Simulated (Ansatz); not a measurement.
Q: Each is relaxed and computed with r²SCAN in the plane-wave PAW code Ansatz. Which is the only one with a gap?
(A) GaAs, I-4m2 (Ga on 2c, As on 2a)
(B) CaCu2Si2, I4/mmm (Si on 4e, Ca on 2a, Cu on 4d)
(C) GaCuSe2, chalcopyrite
(D) Cu3Ge, Pmmn (Cu on 2b, Cu on 4e, Ge on 2a)

A: C, GaCuSe2, chalcopyrite. GaCuSe2: gap 0.57 eV (direct); CaCu2Si2: metal; Cu3Ge: metal; GaAs: metal. Not the usual ambient phase: GaAs, I-4m2 (Ga on 2c, As on 2a). Standing as an ambient phase not checked: CaCu2Si2, I4/mmm (Si on 4e, Ca on 2a, Cu on 4d); Cu3Ge, Pmmn (Cu on 2b, Cu on 4e, Ge on 2a). All cells were relaxed under the symmetry of their starts (and spin orders); stability against distortions was not tested throughout. Rows with no word on spin ran without spin polarisation. Scalar-relativistic: spin–orbit coupling is off unless named, which matters more the heavier the elements.

Potentials: the later of the program's two PAW sets.
